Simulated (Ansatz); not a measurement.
WSi$_{2}$ (MoSi2 type, space group I4/mmm)

```cif
data_Si4W2
_chemical_formula_sum 'W2 Si4'
_space_group_name_H-M_alt 'I4/mmm'
_space_group_IT_number 139
_space_group_name_Hall '-I 4 2'
_cell_length_a 3.22943
_cell_length_b 3.22943
_cell_length_c 7.86773
_cell_angle_alpha 90.000
_cell_angle_beta 90.000
_cell_angle_gamma 90.000
loop_
_atom_site_label
_atom_site_type_symbol
_atom_site_symmetry_multiplicity
_atom_site_Wyckoff_symbol
_atom_site_fract_x
_atom_site_fract_y
_atom_site_fract_z
_atom_site_occupancy
W1 W 2 a 0.00000 0.00000 0.00000 1
Si1 Si 4 e 0.00000 0.00000 0.33458 1
```
(The calculation used a cell of 3 atoms; values per cell refer to that cell.)

Grid over V/V₀ and (c/a)/(c/a)₀, subscript 0 meaning the relaxed cell; the conventional c axis lies along z; no internal relaxation.

The numbers are results of PBE (plane waves to 420 eV, PAW, scalar-relativistic; Ansatz, a quantum-chemistry and plane-wave program), not measurements. k mesh 20×20×20 (Γ-centred), Fermi-Dirac smearing 0.05 eV. E stands for the smeared free energy. As the atoms are clamped, bonds stretch with the cell, which overstates energies and stresses. With partly filled bands, the response to shear is sensitive to the k mesh, so small differences along c/a are uncertain. Spin-orbit coupling is left out, though W is heavy. The PAW data are Ansatz's earlier set. WSi2 is run without spin polarisation. WSi2 was relaxed with its symmetry unable to fall. ΔE is measured from the relaxed starting cell.

Problem. Estimate the ΔE (kJ/mol of atoms) for all points of the grid V/V₀ = 0.920, 0.947, 0.973, 1.000, 1.027, 1.053, 1.080 by (c/a)/(c/a)₀ = 0.880, 0.920, 0.960, 1.000, 1.040, 1.080, 1.120.

Solution. ΔE (kJ/mol of atoms), with V/V₀ across and (c/a)/(c/a)₀ down:

```csv
(c/a)/(c/a)₀ \ V/V₀,0.920,0.947,0.973,1.000,1.027,1.053,1.080
0.880,32.9,27.1,23.1,20.8,19.9,20.2,21.5
0.920,17.9,13.0,10.0,8.5,8.4,9.4,11.5
0.960,9.7,5.4,2.9,2.0,2.3,3.8,6.3
1.000,6.8,2.9,0.7,0.0,0.6,2.4,5.1
1.040,8.1,4.3,2.2,1.6,2.3,4.1,6.9
1.080,12.5,8.7,6.6,5.9,6.5,8.2,10.9
1.120,19.3,15.4,13.1,12.2,12.7,14.2,16.7
```

(Under strain, the slope of the energy per volume gives the stress and its curvature an elastic modulus.)
